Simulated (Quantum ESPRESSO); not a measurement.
**Band energies of AlN**

```xyz
2
Lattice="0.0000 2.1884 2.1884 2.1884 0.0000 2.1884 2.1884 2.1884 0.0000" Properties=species:S:1:pos:R:3 pbc="T T T"
N      1.0942     1.0942     1.0942
Al     0.0000     0.0000     0.0000
```

norm-conserving PBEsol (Quantum ESPRESSO, 84 Ry, no spin-orbit coupling); path ΓXWKΓLUWLK,UX; energies in eV from the valence-band maximum.

```
k (1/Å)  point  band 1  band 2  band 3  band 4  band 5  band 6  band 7
-------  -----  ------  ------  ------  ------  ------  ------  ------
0.00         Γ  -14.92    0.00    0.00    0.00    4.07   12.41   12.41
0.33            -14.66   -1.01   -0.27   -0.27    5.14   11.62   12.77
0.77            -13.63   -3.15   -1.09   -1.09    5.63    9.89   11.42
1.10            -12.67   -4.41   -1.60   -1.60    3.95    8.84   12.87
1.44         X  -12.21   -4.93   -1.79   -1.79    3.19    8.47   13.74
1.56            -12.20   -4.89   -1.87   -1.87    3.35    8.60   13.69
2.03            -12.15   -4.04   -3.20   -2.68    5.70   10.84   12.09
2.15         W  -12.15   -3.80   -3.47   -2.73    5.93   11.26   11.81
2.41            -12.19   -4.13   -3.56   -2.00    5.52   10.35   12.54
2.66         K  -12.23   -4.28   -3.67   -1.38    5.04    9.96   12.89
2.86            -12.39   -4.39   -3.62   -1.05    6.11    9.93   12.29
3.27            -13.26   -4.14   -2.10   -0.38    7.74    9.26   11.33
3.57            -14.09   -2.82   -0.99   -0.09    6.51   11.02   11.46
3.98            -14.82   -0.54   -0.11    0.00    4.54   12.14   12.51
4.18         Γ  -14.92    0.00    0.00    0.00    4.07   12.41   12.41
4.39            -14.82   -0.60   -0.04   -0.04    4.56   12.13   12.51
4.70            -14.31   -2.58   -0.19   -0.19    5.94   11.14   12.43
5.12            -13.27   -5.12   -0.42   -0.42    7.03   10.02   11.35
5.43         L  -12.85   -5.90   -0.48   -0.48    7.23    9.70   11.01
5.82            -12.65   -5.47   -1.74   -0.78    7.33    8.76   11.94
6.21            -12.27   -4.35   -3.64   -1.29    5.36   10.03   12.67
6.31         U  -12.23   -4.28   -3.67   -1.38    5.04    9.96   12.89
6.51            -12.20   -4.18   -3.60   -1.80    5.37   10.21   12.67
6.81         W  -12.15   -3.80   -3.47   -2.73    5.93   11.26   11.81
6.91            -12.17   -3.88   -3.50   -2.57    5.96   11.07   11.73
7.28            -12.48   -5.05   -2.45   -1.26    6.78    9.32   11.99
7.55            -12.74   -5.68   -1.16   -0.66    7.81    8.44   11.51
7.83         L  -12.85   -5.90   -0.48   -0.48    7.23    9.70   11.01
7.92            -12.84   -5.88   -0.56   -0.50    7.31    9.46   11.06
8.27            -12.60   -5.36   -2.00   -0.84    7.05    9.00   12.10
8.53            -12.33   -4.58   -3.35   -1.20    5.68    9.98   12.47
8.71         K  -12.23   -4.28   -3.67   -1.38    5.04    9.96   12.89
8.71         U  -12.23   -4.28   -3.67   -1.38    5.04    9.96   12.89
8.81            -12.20   -4.50   -3.23   -1.52    4.53    9.64   13.16
9.22         X  -12.21   -4.93   -1.79   -1.79    3.19    8.47   13.74
```

The PBEsol gap is indirect, 3.19 eV, from Γ to X; the smallest direct gap is 4.07 eV.

Geometry relaxed with PBEsol.

This is not the ordinary phase of the substance; no match was found in the copy of COD used, and its stability was not checked.
